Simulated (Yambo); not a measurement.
G0W0@PBEsol for Cd₂TeSe (space group P-4m2, No. 115) in Yambo (2×2×2 mesh, 6 Ry block, plasmon pole, screening fixed), without a terminator:

```json
[
 {"bands N in G": "140", "gap Γ → Γ (eV)": "1.231", "shift of the valence edge (eV)": "-0.273"},
 {"bands N in G": "210", "gap Γ → Γ (eV)": "1.273", "shift of the valence edge (eV)": "-0.586"},
 {"bands N in G": "304", "gap Γ → Γ (eV)": "1.286", "shift of the valence edge (eV)": "-0.721"}
]
```

### Question
Extrapolate both columns to infinite N with E(N) = E∞ + A/N, test the form, and compare with the terminator.

### Answer
From two points, E∞ = (N2 E2 − N1 E1)/(N2 − N1). The two largest N give 1.32 eV for the gap and -1.02 eV for the shift; the two smallest give 1.36 eV and -1.21 eV. For the gap the slopes A are -18 and -8.8 eV: the form isn't reached, and its limit is uncertain. For the shift the slopes A are 130 and 92 eV: the form isn't reached, and its limit is uncertain. With the Bruneval-Gonze terminator and 304 bands the run gives 1.32 eV and -0.86 eV, 0.01 eV and 0.16 eV from the extrapolated values: the terminator too is an estimate of the remainder. Block, mesh and the bands in W are held fixed.

The standard potentials for Se, Te keep a d shell in the valence without the s and p states of that shell. In tests on such compounds this moved G0W0 gaps by up to about 0.9 eV, so absolute quasiparticle energies here are unreliable; differences between settings are what counts.

Spin-orbit coupling is included.

Geometry relaxed with PBEsol; primitive cell a = b = 4.4534 Å, c = 6.2627 Å, α = β = γ = 90.00°.

The structure is a Materials Project entry; no match was found in the copy of COD used, and its stability was not checked.

A shift is the quasiparticle energy of the state minus its PBEsol energy.
